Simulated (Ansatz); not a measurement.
ZnS (wurtzite, P6_3mc), r²SCAN (plane waves, PAW; program Ansatz), all energies at zero smearing, with the estimated change up to a 700 eV cutoff added, with one set of potentials and settings (totals compare only within such a set). Cell of 4 atoms (2 Zn, 2 S): -8466.893 eV.

| element | reference phase | E (eV/atom) |
|---|---|---|
| Zn | P6_3/mmc, 2 atoms in the cell | -3325.6729 |
| S | P2/c, 32 atoms in the cell | -905.8156 |

Formation energy per atom, worked out: (-8466.893 − 2×(-3325.6729) − 2×(-905.8156))/4 = -0.979 eV/atom (-94 kJ per mol of atoms), at 0 K, without zero-point energy or fitted corrections.

Symmetry was held in the r²SCAN relaxation; phonons on a q-mesh show no instability. The references are the lowest solids computed at this level, not always the standard phases.

Potentials: the later of the program's two PAW sets.
